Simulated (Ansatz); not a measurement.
Ta (bcc (W type)), relaxed and computed with several functionals in Ansatz (plane waves, PAW).

```tsv
functional	a (Å)	B₀ by P(V) fit (GPa)	K_Hill (GPa)	G_Hill (GPa)	Θ_D (K)
r²SCAN	3.305	202	202	65.7	254
PBEsol	3.281	210	208	68.0	257
PBE	3.319	196	195	64.2	251
LDA	3.253	220	218	67.7	256
r²SCAN+D4	3.301	204	204	66.5	255
PBE+D3(BJ)	3.286	208	206	70.4	262
```

All cells were relaxed under the symmetry of their starts (and spin orders); stability against distortions was not tested throughout. Rows with no word on spin ran without spin polarisation. Scalar-relativistic: spin–orbit coupling is off unless named, which matters more the heavier the elements.

Potentials: the later of the program's two PAW sets.

Ansatz (a program for electronic structure) is a plane-wave DFT program.
